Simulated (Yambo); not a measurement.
BSE-type run in Yambo on K2NaScF6 (space group Fm-3m, No. 225), at zero momentum.

Quantum ESPRESSO step (PBEsol, PseudoDojo standard norm-conserving files, scalar-relativistic):
```
&CONTROL
  calculation = 'nscf'
  pseudo_dir = './pseudo'
  outdir = './out'
/
&SYSTEM
  ibrav = 0
  nat = 10
  ntyp = 4
  ecutwfc = 88.0
  ecutrho = 352.0
  occupations = 'fixed'
  force_symmorphic = .true.
  nbnd = 103
/
&ELECTRONS
  conv_thr = 1e-08
  diago_full_acc = .true.
  diago_thr_init = 1e-08
/
ATOMIC_SPECIES
F 18.9984 F.upf
Na 22.9898 Na.upf
K 39.0983 K.upf
Sc 44.9559 Sc.upf
CELL_PARAMETERS angstrom
  0.000000000000   4.304855000000   4.304855000000
  4.304855000000   0.000000000000   4.304855000000
  4.304855000000   4.304855000000   0.000000000000
ATOMIC_POSITIONS crystal
F   0.235830000000   0.235830000000   0.764170000000
F   0.764170000000   0.764170000000   0.235830000000
F   0.764170000000   0.235830000000   0.235830000000
F   0.235830000000   0.764170000000   0.764170000000
F   0.235830000000   0.764170000000   0.235830000000
F   0.764170000000   0.235830000000   0.764170000000
Na   0.500000000000   0.500000000000   0.500000000000
K   0.250000000000   0.250000000000   0.250000000000
K   0.750000000000   0.750000000000   0.750000000000
Sc   0.000000000000   0.000000000000   0.000000000000
K_POINTS automatic
4 4 4 0 0 0
```

Yambo input:
```
rim_cut
optics
bse
bss
dipoles
em1s
RandQpts= 1000000
RandGvec= 1 Ry
FFTGvecs= 40 Ry
Chimod= "HARTREE"
BSKmod= "SEX"
BSEmod= "resonant"
BSSmod= "hs"
BSENGexx= 15 Ry
BSENGBlk= 1 Ry
% KfnQP_E
 3.636 | 1.0 | 1.0 |
%
% BSEQptR
 1 | 1 |
%
% BSEBands
 23 | 51 |
%
% BEnRange
 0.0 | 15.7 | eV
%
% BDmRange
 0.15 | 0.15 | eV
%
BEnSteps= 314
% BLongDir
 1.0 | 0.0 | 0.0 |
%
BSHayTrs= -0.02
BSSNEig= 24
WRbsWF
% BndsRnXs
 3 | 99 |
%
NGsBlkXs= 1 Ry
% LongDrXs
 1.0 | 1.0 | 1.0 |
%
```

From the report:

The dimension is k points × valence × conduction bands = 64 × 18 × 11 = 12672.
```
   [SLEPC] Approach                          : Krylov-Schur
   [SLEPC] Number of requested eigenvalues   :  24
   [SLEPC] Number of eigenvalues        [NEV]:  24
    [K] Dimension                                    :  12672
    [K] Bands                                        :   23   51
    [K] Exchange res                                 : yes
    [K] Correlation res                              : yes
    [K] W interaction is bare                        : no
    [K] RL vectors exchange                          :  1139
    [K] RL vectors correlation                       :  27
    [W] Matrix size                                  :  27
    [W] Bands                                        :    3   99
    [W] Coulomb Cutoff                               : none
    [W] Hxc Kernel                                   : HARTREE
```

Geometry of the Materials Project entry, not relaxed at this level.
